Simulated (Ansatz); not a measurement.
Consider the following.

InSb:
```xyz
6
Lattice="4.6366 0.0000 0.0000 -2.3183 4.0154 0.0000 0.0000 0.0000 10.1794" Properties=species:S:1:pos:R:3 pbc="T T T"
In     2.3193     0.0000     6.7863
In    -1.1596     2.0086     3.3931
In     1.1587     2.0069     0.0000
Sb     2.3189     0.0000     1.6966
Sb    -1.1594     2.0082     8.4828
Sb     1.1589     2.0072     5.0897
```

This is the r²SCAN-relaxed structure.

Problem. All from DFT-r²SCAN in the program Ansatz with PAW potentials, unless another level is named. Give the electronic character.

Solution. no gap, with almost no states at the Fermi level (zero-gap or semimetallic).

Problem. And the formation energy from the elements (no fitted shifts)?

Solution. -119 meV/atom.

Space group P6_222. The start of the workflow was typed in or built on a structure type; neither database checked (COD, Materials Project) lists it. It is not the phase usual at ambient conditions (space group No. 216). The cell was relaxed with r²SCAN under the symmetry of its start; its stability against distortions is not shown here. The references are the lowest solids computed at this level, not always the standard phases. Scalar-relativistic: spin–orbit coupling is off unless named, which matters more the heavier the elements.

Potentials: the later of the program's two PAW sets.
